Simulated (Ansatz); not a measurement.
Method: Ansatz, DFT PBE, scalar-relativistic, plane waves, PAW. Settings: cutoff 420 eV, Γ-centred meshes spaced at most about 0.3 Å⁻¹, and about 0.25 Å⁻¹ or finer for metals (2π included), Gaussian smearing. No spin polarisation in the final relaxations.

These are static total energies at zero pressure. All come from trial cells, and lower structures may exist.

Problem. These unrelaxed guesses for TaZn2B3 are each relaxed within their symmetry. Order them by the energy at which they end, lowest first.
1.

```xyz
6
Lattice="3.1654 0.0000 0.0000 0.0000 3.1654 0.0000 0.0000 0.0000 7.3857" Properties=species:S:1:pos:R:3 pbc="T T T"
Ta    0.0000    0.0000    3.6929
Zn    1.5827    1.5827    3.6929
Zn    1.5827    1.5827    0.0000
B     0.0000    0.0000    5.4124
B     0.0000    0.0000    1.9733
B     0.0000    0.0000    0.0000
```

2.

```xyz
6
Lattice="2.7916 0.0000 0.0000 0.0000 2.7916 0.0000 0.0000 0.0000 8.3462" Properties=species:S:1:pos:R:3 pbc="T T T"
Ta    0.0000    0.0000    0.0000
Zn    0.0000    0.0000    2.7898
Zn    0.0000    0.0000    5.5563
B     1.3958    1.3958    1.5336
B     1.3958    1.3958    4.1731
B     1.3958    1.3958    6.8126
```

3.

```xyz
6
Lattice="4.6798 0.0000 0.0000 -2.3399 4.0528 0.0000 0.0000 0.0000 3.8435" Properties=species:S:1:pos:R:3 pbc="T T T"
Ta    0.0000    0.0000    0.0000
Zn    2.3399    1.3509    0.0000
Zn    0.0000    2.7019    0.0000
B    -1.1700    2.0264    1.9218
B     1.1700    2.0264    1.9218
B     2.3399    0.0000    1.9218
```

4.

```xyz
6
Lattice="3.2717 0.0000 0.0000 0.0000 4.6973 0.0000 0.0000 0.0000 5.3476" Properties=species:S:1:pos:R:3 pbc="T T T"
Ta    0.0000    0.0000    0.0000
Zn    0.0000    2.3486    1.5443
Zn    0.0000    2.3486    3.8033
B     2.1793    2.3486    0.0000
B     1.0924    2.3486    0.0000
B     1.6358    2.3486    2.6738
```

Solution. 2 (ends in P4/mmm, 0 meV/atom), 4 (ends in Pmmm, 191 meV/atom), 3 (ends in P6/mmm, 0.32 eV/atom), 1 (ends in P4/mmm, 0.40 eV/atom). Even the lowest end lies +0.74 eV/atom against the elements.

These runs have no spin–orbit coupling, which can matter for Ta. Cells relaxed within their symmetry can be saddle points. Some candidate types were left out of the draw beforehand, so a known form may be missing.
